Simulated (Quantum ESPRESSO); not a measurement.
B3SiP3C, convergence and cost over cutoff and k mesh

A calculation, not a measurement. The program is pw.x of Quantum ESPRESSO 7.5 (plane-wave density functional theory). The cell is made up: 8 atoms on a zincblende/diamond lattice, with randomly drawn elements, strain and displacements, not relaxed. PseudoDojo standard norm-conserving files (v0.5 for PBE, v0.4.1 for LDA and PBEsol) set the functional; there is no spin polarisation, spin-orbit coupling or dispersion term, and the masses in the input are unused placeholders.

Input of the run in row 2:

```
&control calculation='scf', pseudo_dir='./dojo.nc.sr.pbe.v0_5.standard.upf', outdir='./o', disk_io='medium', tprnfor=.true., tstress=.true. /
&system ibrav=0, nat=8, ntyp=4, nbnd=22, ecutwfc=82.02448710, nosym=.true., tot_charge=0,
 occupations='smearing', smearing='fd', degauss=0.0018374661
/
&electrons conv_thr=7.350e-09, electron_maxstep=60, /
ATOMIC_SPECIES
B 1.0 B.upf
C 1.0 C.upf
P 1.0 P.upf
Si 1.0 Si.upf
CELL_PARAMETERS angstrom
4.4972 0.0 0.0
0.0 4.4972 0.0
0.0 0.0 4.4972
ATOMIC_POSITIONS angstrom
B 0.0176 0.0256 -0.0478
Si -0.0279 2.2753 2.2037
B 2.2141 -0.0382 2.2253
B 2.1841 2.3249 0.0069
P 1.2136 1.1415 1.1229
C 1.1211 3.4641 3.3764
P 3.3237 1.1722 3.392
P 3.298 3.3385 1.1473
K_POINTS automatic
4 4 4 1 1 1
```

The same cell was run at these settings. Meshes are shifted by half a step, and differences are from the last row, which is itself not exact.

| cutoff (eV) | k mesh | k points solved | threshold (eV) | free energy less the last row's (eV) | pressure (GPa) | largest stress difference (GPa) | largest force difference (eV/Å) | iterations | wall time (s) | k-point pools | processor |
| --- | --- | --- | --- | --- | --- | --- | --- | --- | --- | --- | --- |
| 781 | 2 x 2 x 2 | 4 | 1e-04 | 0.675 | 15.88 | 0.32 | 0.072 | 6 | 19 | 1 | AMD EPYC, Zen 5 class |
| 1116 | 4 x 4 x 4 | 32 | 1e-07 | 0.005 | 16.17 | 0.01 | 0.004 | 11 | 152 | 1 | AMD EPYC, Zen 5 class |
| 1347 | 6 x 6 x 6 | 108 | 1e-07 | 0.000 | 16.18 | 0.00 | 0.000 | 11 | 462 | 1 | AMD EPYC, Zen 5 class |

Each pool is one process. Wall times include start-up and a band step at six k points, which weighs most on the coarsest meshes. The runs were on shared virtual cores whose load varied, so times are rough.